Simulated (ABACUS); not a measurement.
ABACUS run on a model cell of HfN (P6_3/mmc, 4 atoms in the cell; prototype structure): self-consistent single point.

All values come from this method and carry its errors: PBEsol, numerical atomic orbitals DZP (confined pseudo-atomic orbitals; energy shift 0.01 Ry), PseudoDojo 0.4 standard norm-conserving PBEsol (tails mended) pseudopotentials in ABACUS.

```yaml
crystal:
  lattice:
    - [4.35961, 0.00000, 0.00000]
    - [-2.17980, 3.77553, 0.00000]
    - [0.00000, 0.00000, 6.07623]
  atoms:
    - { symbol: Hf, position: [0.00000, 0.00000, 0.00000] }
    - { symbol: Hf, position: [0.00000, 0.00000, 0.50000] }
    - { symbol: N, position: [0.33333, 0.66667, 0.25000] }
    - { symbol: N, position: [0.66667, 0.33333, 0.75000] }
```

Reference input (self-consistent single point, DFT, PBEsol, numerical atomic orbitals DZP (confined pseudo-atomic orbitals; energy shift 0.01 Ry), PseudoDojo 0.4 standard norm-conserving PBEsol (tails mended) pseudopotentials): basis = DZP numerical atomic orbitals, energy shift 0.01 Ry; KPT = Gamma 9 9 6 0 0 0; basis_type = lcao; dft_functional = PBESOL; ecutwfc = 100 Ry; smearing_method = mv; smearing_sigma = 0.00999582 Ry; potentials = PseudoDojo 0.4 standard norm-conserving PBEsol (tails mended); symmetry = 1; symmetry_prec = 1e-05; ks_solver = genelpa; scf_nmax = 100. This run's input differs from it in these lines:

```diff
@@ -55,4 +55,4 @@
 0
-Gamma
-9 9 6 0 0 0
+MP
+5 5 3 0 0 0
```

Log, with long lists cut:

```
 SELF-CONSISTENT
 -------------------------------------------

                  longest orb rcut (Bohr) = 7.2
   longest nonlocal projector rcut (Bohr) = 2.46
                     search radius (Bohr) = 19.3

                          real space grid = [ 54, 54, 75 ]
                                 init_chg = atomic

 LCAO ALGORITHM --------------- ION=   1  ELEC=   1--------------------------------

 Density error is 0.192469299637
 E_KohnSham     -265.6382318290      -3614.1935595194
 E_Fermi        0.4874292516         6.6318151938

 LCAO ALGORITHM --------------- ION=   1  ELEC=   2--------------------------------

   [... lines left out ...]

   [... 8 blocks of this kind left out ...]

 LCAO ALGORITHM --------------- ION=   1  ELEC=  11--------------------------------

 Density error is 4.76498604088e-06
 E_KohnSham     -266.2702504230      -3622.7926136395
 E_Fermi        0.4663773610         6.3453895273

 LCAO ALGORITHM --------------- ION=   1  ELEC=  12--------------------------------

 Density error is 1.72342479792e-07
 E_KohnSham     -266.2702504231      -3622.7926136414
 E_KS(sigma->0) -266.2700013346      -3622.7892246187
 E_entropy(-TS) -0.0004981770        -0.0067780453
 E_Fermi        0.4663760775         6.3453720649
 charge density convergence is achieved
 final etot is -3622.7926136 eV
 EFERMI = 6.3453720649 eV

 STATE ENERGY(eV) AND OCCUPATIONS    NSPIN == 1
   [... 24 lines left out ...]

 TOTAL-FORCE (eV/Angstrom)
                       Hf1         0.0000000000         0.0000000000         0.0000000000
                       Hf2         0.0000000000         0.0000000000         0.0000000000
                        N1         0.0000000000         0.0000000000         0.0000000000
                        N2         0.0000000000         0.0000000000         0.0000000000

 TOTAL-STRESS (KBAR)
      -400.7037346929        -0.0000000000        -0.0000000000
         0.0000000000      -400.7035815537        -0.0000000000
         0.0000000000        -0.0000000000      -273.2646462269
 TOTAL-PRESSURE: -358.223987 KBAR

 --------------------------------------------
 !FINAL_ETOT_IS -3622.7926136413575477 eV
 --------------------------------------------
```

The run converged in 12 iterations. Against the reference run the free energy goes down by 11.7 meV/atom and the pressure hardly changes (-35.75 to -35.82 GPa).

The starting geometry comes from a prototype or from typed values, not from a relaxation at this level; it need not be a known phase. The atom-centred basis is finite, which shifts total energies and pressures against plane waves. This run is one point of a test of settings, so its values need not be converged; read them against the reference run alone. No clean gap shows at this smearing width and mesh (spacing up to 0.34 Å⁻¹); the mesh is coarse for partly filled bands, so the values carry mesh errors. At this pressure the cell is far from its equilibrium volume at this level.

Cost on one core: very roughly 12 core-seconds.

The atomic orbitals were generated for these runs; they are not ABACUS's published sets and were checked against plane waves on a few crystals only.

“Tails mended”: in these copies of the files the far tail of each local potential was reset to the Coulomb form.
